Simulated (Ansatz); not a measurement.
Here is the system:

SiC:
Space group P6₃mc (No. 186); a = b = 3.0920 Å, c = 5.0744 Å, α = β = 90.00°, γ = 120.00°

```
atom  site  symmetry       x       y       z
----  ----  --------  ------  ------  ------
Si      2b       3m.  0.6667  0.3333  0.0005
C       2b       3m.  0.3333  0.6667  0.1247
```

This is the PBE-relaxed structure.

**Question.** All from plane-wave PAW PBE (Ansatz code), unless another level is named. Estimate the formation energy from the elements (no fitted shifts).

**Answer.** -0.20 eV/atom.

**Question.** Predict the band gap.

**Answer.** 2.31 eV (indirect).

**Question.** What about the weight of the valence-edge state by species (Voronoi cells)?

**Answer.** C 81 %, Si 19 %.

Space group P6_3mc (wurtzite). The PBE relaxation kept the symmetry of its start; phonons on a q-mesh show no instability. The references are the lowest solids computed at this level, not always the standard phases.

Potentials: the later of the program's two PAW sets.
